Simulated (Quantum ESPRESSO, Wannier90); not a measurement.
## BaTiO3 (P4mm): Wannier90 run

```yaml
crystal:
  lattice:
    - [3.99038, 0.00000, 0.00000]
    - [0.00000, 3.99038, 0.00000]
    - [0.00000, 0.00000, 4.10266]
  atoms:
    - { symbol: Ba, position: [0.50000, 0.50000, 0.58254] }
    - { symbol: Ti, position: [0.00000, 0.00000, 0.10004] }
    - { symbol: O, position: [0.00000, 0.50000, 0.06422] }
    - { symbol: O, position: [0.50000, 0.00000, 0.06422] }
    - { symbol: O, position: [0.00000, 0.00000, 0.54897] }
```

Cell from Materials Project (mp-5986), symmetrised, no further relaxation. COD (Crystallography Open Database) has the formula in 5 space groups, this one among them (matched by group alone). Method: PBEsol plane waves in Quantum ESPRESSO 7.5 (PseudoDojo norm-conserving files, 68 Ry, no spin polarisation, no spin-orbit coupling), Bloch states on a 8×8×8 mesh through Γ, Wannier90 4.0.1. Density: 8×8×8 mesh, cold smearing 0.01 Ry. Spin-orbit coupling is left out although heavy elements are present.

Base run: 14 functions from bands 12-38 of the 38 computed, start hydrogen-like Ti: d; O: p, centres 0.05 Å off the atoms, frozen window up to 3.31 eV relative to the valence-band maximum, outer window open. Its settings: num_cg_steps = 5, trial_step = 2 and dis_mix_ratio = 0.5 (the program's defaults), conv_tol = 1.0e-6 over 4 steps, num_iter = 1000, dis_conv_tol = 1.0e-6, dis_num_iter = 1000. One of them is changed at a time.

```json
[
 {"run": "base", "disentanglement steps": "87", "localisation steps": "34", "Ω_I (Å²)": "14.295", "Ω_total (Å²)": "14.571", "ended": "converged"},
 {"run": "fixed_step = 0.5", "disentanglement steps": "87", "localisation steps": "1000", "Ω_I (Å²)": "14.295", "Ω_total (Å²)": "14.644", "ended": "step limit"},
 {"run": "trial_step = 10.0", "disentanglement steps": "87", "localisation steps": "34", "Ω_I (Å²)": "14.295", "Ω_total (Å²)": "14.571", "ended": "converged"},
 {"run": "dis_num_iter = 20", "disentanglement steps": "20", "localisation steps": "34", "Ω_I (Å²)": "14.326", "Ω_total (Å²)": "14.595", "ended": "step limit"}
]
```
